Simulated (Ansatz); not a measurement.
SrIn$_{4}$Pd:
```cif
data_In16Pd4Sr4
_chemical_formula_sum 'Sr4 In16 Pd4'
_space_group_name_H-M_alt 'Cmcm'
_space_group_IT_number 63
_space_group_name_Hall '-C 2c 2'
_cell_length_a 4.58000
_cell_length_b 17.20208
_cell_length_c 7.52702
_cell_angle_alpha 90.000
_cell_angle_beta 90.000
_cell_angle_gamma 90.000
loop_
_atom_site_label
_atom_site_type_symbol
_atom_site_symmetry_multiplicity
_atom_site_Wyckoff_symbol
_atom_site_fract_x
_atom_site_fract_y
_atom_site_fract_z
_atom_site_occupancy
Sr1 Sr 4 c 0.00000 0.12350 0.25000 1
In1 In 8 f 0.00000 0.31469 0.05135 1
In2 In 4 b 0.00000 0.50000 0.00000 1
In3 In 4 c 0.00000 0.06974 0.75000 1
Pd1 Pd 4 c 0.00000 0.22519 0.75000 1
```
(The calculation used a cell of 12 atoms; values per cell refer to that cell.)

Relaxed with r²SCAN.

Q: Which orbitals make up the states near the Fermi level in DFT-r²SCAN in the program Ansatz with PAW potentials?

A: Within 0.5 eV of the Fermi level: In 5p 69 %, In 5s 15 %, Pd 4d 8 %, outside the projected shells 7 %. Projections are on Löwdin-orthogonalised atomic valence shells; empty p or d shells of many metals are not among them.

Q: Tabulate the density of states.

A: States/eV per cell of 12 atoms, in 0.25 eV bins, energy from the Fermi level.

| E (eV) | total | In 5p | Pd 4d | In 5s |
|---|---|---|---|---|
| -7.85 | 1.97 | 0.77 | 0.04 | 1.06 |
| -7.60 | 1.86 | 0.74 | 0.04 | 0.99 |
| -7.35 | 1.82 | 0.71 | 0.05 | 0.97 |
| -7.10 | 2.83 | 1.10 | 0.10 | 1.44 |
| -6.85 | 2.28 | 0.89 | 0.10 | 1.12 |
| -6.60 | 2.01 | 0.80 | 0.10 | 0.96 |
| -6.35 | 4.26 | 1.67 | 0.30 | 2.05 |
| -6.10 | 4.00 | 1.45 | 0.40 | 1.97 |
| -5.85 | 4.42 | 1.47 | 0.62 | 2.14 |
| -5.60 | 4.90 | 1.53 | 0.87 | 2.32 |
| -5.35 | 4.95 | 1.36 | 1.08 | 2.36 |
| -5.10 | 4.50 | 1.16 | 1.21 | 2.01 |
| -4.85 | 3.10 | 0.88 | 0.86 | 1.27 |
| -4.60 | 2.47 | 0.83 | 0.58 | 0.99 |
| -4.35 | 5.53 | 1.58 | 2.23 | 1.59 |
| -4.10 | 4.62 | 1.20 | 2.42 | 0.86 |
| -3.85 | 9.84 | 2.18 | 6.95 | 0.45 |
| -3.60 | 14.80 | 2.65 | 11.05 | 0.73 |
| -3.35 | 18.32 | 2.30 | 15.21 | 0.50 |
| -3.10 | 15.50 | 1.63 | 13.05 | 0.51 |
| -2.85 | 7.24 | 1.56 | 4.77 | 0.65 |
| -2.60 | 6.34 | 2.22 | 3.25 | 0.60 |
| -2.35 | 5.94 | 2.76 | 2.28 | 0.66 |
| -2.10 | 6.36 | 3.42 | 1.83 | 0.83 |
| -1.85 | 4.81 | 2.79 | 1.17 | 0.62 |
| -1.60 | 5.13 | 3.27 | 0.92 | 0.66 |
| -1.35 | 5.68 | 3.93 | 0.78 | 0.64 |
| -1.10 | 6.19 | 4.54 | 0.69 | 0.58 |
| -0.85 | 6.62 | 4.92 | 0.65 | 0.59 |
| -0.60 | 5.95 | 4.44 | 0.53 | 0.53 |
| -0.35 | 5.07 | 3.61 | 0.43 | 0.62 |
| -0.10 | 4.47 | 3.09 | 0.36 | 0.64 |
| 0.15 | 3.89 | 2.62 | 0.29 | 0.63 |
| 0.40 | 3.46 | 2.25 | 0.23 | 0.64 |
| 0.65 | 3.52 | 2.17 | 0.22 | 0.75 |
| 0.90 | 4.08 | 2.47 | 0.24 | 0.88 |
| 1.15 | 4.52 | 2.68 | 0.26 | 1.02 |
| 1.40 | 5.06 | 2.91 | 0.27 | 1.17 |
| 1.65 | 4.47 | 2.60 | 0.21 | 0.97 |
| 1.90 | 5.51 | 3.08 | 0.23 | 1.21 |
| 2.15 | 5.25 | 2.80 | 0.18 | 1.06 |
| 2.40 | 4.01 | 2.04 | 0.13 | 0.81 |
| 2.65 | 6.39 | 3.17 | 0.21 | 1.13 |
| 2.90 | 7.17 | 3.44 | 0.23 | 1.25 |
| 3.15 | 7.46 | 3.32 | 0.19 | 1.19 |
| 3.40 | 7.99 | 3.30 | 0.16 | 1.03 |
| 3.65 | 9.69 | 3.58 | 0.13 | 1.03 |
| 3.90 | 8.85 | 3.41 | 0.11 | 0.95 |
| 4.15 | 6.98 | 2.65 | 0.08 | 0.68 |
| 4.40 | 7.47 | 2.67 | 0.08 | 0.58 |
| 4.65 | 7.77 | 2.64 | 0.08 | 0.63 |

The workflow started from a Materials Project entry (that database holds measured and hypothetical structures alike); the Crystallography Open Database copy checked does not list it. Whether it is the stable phase at ambient conditions was not checked. The r²SCAN relaxation kept the symmetry of its start; its stability against distortions is not shown here. No spin polarisation was allowed. Spin–orbit coupling is left out wherever it is not named.

Potentials: the later of the program's two PAW sets.
